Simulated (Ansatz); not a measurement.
**WS2 with a W vacancy, one structure, two calculations**

Cell: a supercell of WS2 (space group P6_3/mmc) built from a structure deposited in the COD, with the ions relaxed around the defect (PBE).

```
W S
1.0
     9.54000    0.00000    0.00000
    -4.77000    8.26188    0.00000
     0.00000    0.00000   12.50000
W S
17 36
Direct
  0.11620 0.55775 0.25000
  0.11620 0.89178 0.25000
  0.44155 0.21714 0.25000
  0.44155 0.55775 0.25000
  0.44444 0.88889 0.25000
  0.77559 0.21714 0.25000
  0.77778 0.55556 0.25000
  0.77559 0.89178 0.25000
  0.22226 0.11107 0.75000
  0.22226 0.44453 0.75000
  0.22191 0.77762 0.75000
  0.55571 0.11143 0.75000
  0.55524 0.44429 0.75000
  0.55571 0.77762 0.75000
  0.88881 0.11107 0.75000
  0.88905 0.44429 0.75000
  0.88905 0.77810 0.75000
  0.11111 0.22222 0.62415
  0.11127 0.55546 0.62407
  0.11127 0.88915 0.62407
  0.44419 0.22206 0.62407
  0.44419 0.55546 0.62407
  0.44444 0.88889 0.62434
  0.77787 0.22206 0.62407
  0.77778 0.55556 0.62441
  0.77787 0.88915 0.62407
  0.22459 0.10874 0.12583
  0.22459 0.44918 0.12583
  0.22330 0.77832 0.12437
  0.55501 0.11003 0.12437
  0.55231 0.44282 0.12609
  0.55501 0.77832 0.12437
  0.88416 0.10874 0.12583
  0.89051 0.44282 0.12609
  0.89051 0.78103 0.12609
  0.11111 0.22222 0.87585
  0.11127 0.55546 0.87593
  0.11127 0.88915 0.87593
  0.44419 0.22206 0.87593
  0.44419 0.55546 0.87593
  0.44444 0.88889 0.87566
  0.77787 0.22206 0.87593
  0.77778 0.55556 0.87559
  0.77787 0.88915 0.87593
  0.22459 0.10874 0.37417
  0.22459 0.44918 0.37417
  0.22330 0.77832 0.37563
  0.55501 0.11003 0.37563
  0.55231 0.44282 0.37391
  0.55501 0.77832 0.37563
  0.88416 0.10874 0.37417
  0.89051 0.44282 0.37391
  0.89051 0.78103 0.37391
```

Atoms are numbered from 1 in the order listed; like atoms form one site, named after its first atom.

First run. Level of theory: DFT, PBE, plane waves and PAW, scalar-relativistic, collinear spin, 420 eV cutoff, Γ-centred 3×3×2 k-points, Fermi–Dirac smearing 0.01 eV, cell charge -2 (Ansatz 0.2.0). Start moments as typed (μB): 0 0 0 0 0 0 0 0 0 0 0 0 0 0 0 0 0 0 0 0 0 0 0 0 0 0 0.5 0.5 0 0 0 0 0.5 0 0 0 0 0 0 0 0 0 0 0 0.5 0.5 0 0 0 0 0.5 0 0 by atom.

```
site  atom  V_zz (10²¹ V/m²)     η  m (μB)
  W1     1             -21.4  0.64    0.10
  W5     5            -16.34  0.00    0.03
  W7     7            -17.86  0.00    0.00
  W9     9            -17.85  0.00    0.00
 W11    11            -17.39  0.00    0.00
 W13    13            -17.33  0.01    0.00
 S18    18             -4.69  0.00    0.00
 S19    19             -4.53  0.01    0.00
 S23    23             -4.56  0.00    0.00
 S25    25             -4.60  0.00    0.00
 S27    27             -8.17  0.18    0.04
 S29    29             -3.27  0.21    0.00
 S31    31             -4.83  0.27    0.01
```

Second run. The same atoms and settings, except that the functional is r2SCAN and the cutoff is 500 eV.

Q: Given the first result, estimate the second.

A: 

| site | atom | V_zz | η | change of V_zz | m (μB) |
| --- | --- | --- | --- | --- | --- |
| W1 | 1 | -21.6 | 0.67 | -0.21 | 0.12 |
| W5 | 5 | -16.30 | 0.00 | +0.04 | 0.02 |
| W7 | 7 | -17.80 | 0.00 | +0.06 | -0.01 |
| W9 | 9 | -17.72 | 0.00 | +0.13 | 0.00 |
| W11 | 11 | -17.27 | 0.00 | +0.12 | 0.00 |
| W13 | 13 | -17.22 | 0.01 | +0.11 | 0.00 |
| S18 | 18 | -4.75 | 0.00 | -0.06 | 0.00 |
| S19 | 19 | -4.60 | 0.01 | -0.07 | 0.00 |
| S23 | 23 | -4.63 | 0.00 | -0.07 | 0.00 |
| S25 | 25 | -4.65 | 0.00 | -0.05 | 0.00 |
| S27 | 27 | -8.63 | 0.22 | -0.46 | 0.03 |
| S29 | 29 | -3.29 | 0.24 | -0.02 | 0.00 |
| S31 | 31 | -4.84 | 0.33 | -0.01 | 0.01 |

The largest change of V_zz is on S27, from -8.17 to -8.63. The whole tensor moves most on W1, by 0.76 along its most changed direction. In per cent, |V_zz| changes by -1 to +1 on W, 0 to +6 on S (all sites that start above 2). The absolute magnetisation of the cell goes from 1.6 to 1.7 μB.

The defect repeats with the cell of 53 atoms, so it feels its images: sites between two images don't show the values beside a lone defect, and zeros or small values of η there can come from the images' arrangement. S and W carry a gradient in the pure host already, so the values there aren't the defect's effect alone. The relaxation keeps the symmetry of the vacancy's site, so distortions that break it, Jahn–Teller ones too, aren't explored. A uniform background compensates the cell's charge. The defect cell has no gap above 0.1 eV on its mesh, so the values can hang on the smearing and the k-mesh. Without spin–orbit coupling the gradients at and beside W can be off by some per cent, at some sites by more.
For the second run: The program didn't check the stability of this electronic state in full, so a lower one may lie near.
